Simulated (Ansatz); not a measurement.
Zr₂Ni:
```
CELL_PARAMETERS angstrom
     -3.21055     3.21055     2.57371
      3.21055    -3.21055     2.57371
      3.21055     3.21055    -2.57371
ATOMIC_POSITIONS crystal
  Zr 0.16312 0.66312 0.82623
  Zr 0.83688 0.33688 0.17377
  Zr 0.66312 0.83688 0.50000
  Zr 0.33688 0.16312 0.50000
  Ni 0.75000 0.75000 0.00000
  Ni 0.25000 0.25000 0.00000
```

Relaxed with PBEsol. Special points in fractions of this cell's reciprocal vectors: Γ (0.000, 0.000, 0.000); X (0.000, 0.000, 0.500); M (-0.500, 0.500, 0.500); Z (0.411, 0.411, -0.411); Z0 (-0.411, 0.589, 0.411); P (0.250, 0.250, 0.250); N (0.000, 0.500, 0.000).

Problem. List the band energies nearest the Fermi level at these points for PBEsol with spin–orbit coupling in the plane-wave PAW code Ansatz.

Solution. In eV from the Fermi level; about four levels below and three above (degenerate sets whole), none deeper than 8.9 eV; points with the same levels are listed once.

```tsv
k	below	above
Γ	-0.22 -0.22 -0.18 -0.18	0.02 0.02 0.10 0.10
X	-0.59 -0.59 -0.46 -0.46	0.34 0.34 0.43 0.43
M	-0.27 -0.27 -0.06 -0.06	0.88 0.88 1.30 1.30
Z	-0.52 -0.52 -0.02 -0.02	0.93 0.93 1.47 1.47
P	-0.01 -0.01 -0.01 -0.01	0.51 0.51 0.51 0.51
N	-0.22 -0.22 -0.22 -0.22	0.64 0.64 0.64 0.64
```

Space group I4/mcm. The first step of the workflow began from a Materials Project structure, measured or hypothetical; the Crystallography Open Database files this formula in space group No. 140, but the cells were not matched. Its standing as an ambient phase is unchecked. The PBEsol relaxation kept the symmetry of its start; of distortions, only those at the zone centre were tested. The run is not spin-polarised.

Potentials: the later of the program's two PAW sets.
